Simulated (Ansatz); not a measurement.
Trial structures of SiBr₅: starts and ends

Level of theory: Ansatz 0.2.0, DFT PBE, scalar-relativistic, plane waves, PAW. All cells share a 420 eV cutoff and Γ-centred k meshes spaced at most about 0.3 Å⁻¹ (about 0.25 or finer for metals, 2π included). No spin polarisation in the final relaxations.

Each guess was relaxed in cell and atoms at zero pressure, within the symmetry of its start. Temperature and zero-point effects are left out. Coordination counts Br atoms around Si (those within 1.25 times the shortest such distance or 1.15 times the sum of covalent radii, 1.27 where that leaves under three; a plus sign parts nearer from farther groups; the shortest distance is added where it exceeds 1.18 times the sum of covalent radii).

```tsv
guess	made from	start group	V start (Å³/atom)	end group	V end (Å³/atom)	coordination at the end	gap on mesh (eV)	E over the lowest end (meV/atom)
1	CeFe5 type	P6/mmm	32.2	P6/mmm	40.4	Si 6 from 3.2 Å	0	835
2	CaMg5 type	P-62m	41.5	?	?	?	?	?
3	ZrCu5 type	F-43m	31.2	F-43m	27.3	Si 16 from 3.6 Å	0	1185
4	random cell	Immm	30.7	Immm	39.5	Si 4+2	0	123
5	random cell	F-43m	32.5	F-43m	56.0	Si 4	0	0
```

Guess 2 as it starts:

```
Si Br
1.0
     6.87479    0.00000    0.00000
    -3.43739    5.95374    0.00000
     0.00000    0.00000    6.08273
Si Br
1 5
Direct
  0.00000 0.00000 0.50000
  0.00000 0.60751 0.00000
  0.60751 0.00000 0.00000
  0.39249 0.39249 0.00000
  0.66667 0.33333 0.50000
  0.33333 0.66667 0.50000
```

Question: Fill in the missing row: what does this guess relax into, and where does it rank?

Answer: It ends in space group P-62m (No. 189), with a = 5.259 Å, c = 7.323 Å, 29.2 Å³/atom and no gap. It lies 0.85 eV/atom over the lowest end, above guess 1 and below guess 3. Counting Br atoms around Si, this end has Si 6 from 3.0 Å and the lowest (guess 5) has Si 4.

```yaml
crystal:
  lattice:
    - [5.25877, 0.00000, 0.00000]
    - [-2.62939, 4.55423, 0.00000]
    - [0.00000, 0.00000, 7.32328]
  atoms:
    - { symbol: Si, position: [0.00000, 0.00000, 0.50000] }
    - { symbol: Br, position: [0.00000, 0.67497, 0.00000] }
    - { symbol: Br, position: [0.67497, 0.00000, 0.00000] }
    - { symbol: Br, position: [0.32503, 0.32503, 0.00000] }
    - { symbol: Br, position: [0.66667, 0.33333, 0.50000] }
    - { symbol: Br, position: [0.33333, 0.66667, 0.50000] }
```

The zero of energy is the elements' standard structures at the same level; no fitted shifts are applied. The references include crystalline Br.

Question: Is the lowest end bound against the elements?

Answer: Yes: its formation energy is −0.44 eV/atom. It lies below the elements, which doesn't yet make it stable against other compounds or structures.

No dispersion correction is applied, so the spacing and binding between layers, chains or molecules are poorly described (F-43m at 56.0 Å³/atom, Immm, P6/mmm, P-62m), and this can change margins and order among such cells. In F-43m at 56.0 Å³/atom, Immm, P6/mmm, P-62m, F-43m at 27.3 Å³/atom an odd number of electrons in the primitive cell allows no gap without spin; a larger cell or a magnetic state could open one. A magnetic state wasn't ruled out in cells without spin, among them F-43m at 56.0 Å³/atom, Immm, P6/mmm, P-62m, F-43m at 27.3 Å³/atom. The reference form of Br is held partly by dispersion forces, which this level lacks. Cells relaxed within their symmetry can be saddle points. A lower structure may well exist outside this small set. Some structure types and database cells were kept out of the candidates from the start, so a known form may be missing.
